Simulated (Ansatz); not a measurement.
## Magnetic orders of MnAl3

Method: DFT PBEsol, scalar-relativistic, plane waves, PAW in Ansatz.

```
Al Mn
1.0
     0.00000    3.00783    3.00783
     3.00783    0.00000    3.00783
     3.00783    3.00783    0.00000
Al Mn
3 1
Direct
  0.25000 0.25000 0.25000
  0.75000 0.75000 0.75000
  0.50000 0.50000 0.50000
  0.00000 0.00000 0.00000
```

```
plane-wave cutoff                               : 420 eV
Γ-centred k-mesh                                : 12×12×12
occupation rule                                 : Gaussian smearing, 0.1 eV
list of starting moments (μB, in atom order)    : 0 0 0 4
check for lower electronic states after the SCF : off
```

All runs keep this geometry, which isn't relaxed for the lowest state (largest force there 0.008 eV/Å, pressure 1.6 GPa) and needn't be a stable compound; relaxing each order can shift differences of a few meV. A propagation vector, in units of the reciprocal vectors, doubles the cell, which takes an equally dense mesh. The large starts are 0 0 0 5 μB. The small starts are 0 0 0 0.5 μB. Site moments are spin moments in atom-centred spheres that scale with the neighbour distance. The states are those that the runs reached from these starts; a lower one can exist.

**Question.** Starts tried: no spin; ferromagnetic; large parallel starting moments; antiferromagnetic, doubled cell, propagation vector (0, 0, 1/2); antiferromagnetic, doubled cell, propagation vector (0, 1/2, 1/2); small parallel starting moments. Which state comes out lowest, and what are the moments?

**Answer.** The lowest state is antiferromagnetic, reached from the start “antiferromagnetic, doubled cell, propagation vector (0, 0, 1/2)”, with site moments (μB) Mn +1.70, Mn -1.70.

| start | ends | energy above lowest (meV/atom) | site moments (μB) | gap on mesh (eV) | P (GPa) |
| --- | --- | --- | --- | --- | --- |
| no spin | non-magnetic | 19.7 | none over 0.05 | metal | -1.7 |
| ferromagnetic | ferromagnetic | 6.35 | Mn +1.35 | metal | 0.0 |
| large parallel starting moments | ferromagnetic | 6.35 | Mn +1.35 | metal | 0.0 |
| antiferromagnetic, doubled cell, propagation vector (0, 0, 1/2) | antiferromagnetic | 0.00 | Mn +1.70, Mn -1.70 | metal | 1.6 |
| antiferromagnetic, doubled cell, propagation vector (0, 1/2, 1/2) | antiferromagnetic | 6.19 | Mn +1.53, Mn -1.53 | metal | 1.1 |
| small parallel starting moments | ferromagnetic | 6.35 | Mn +1.35 | metal | 0.0 |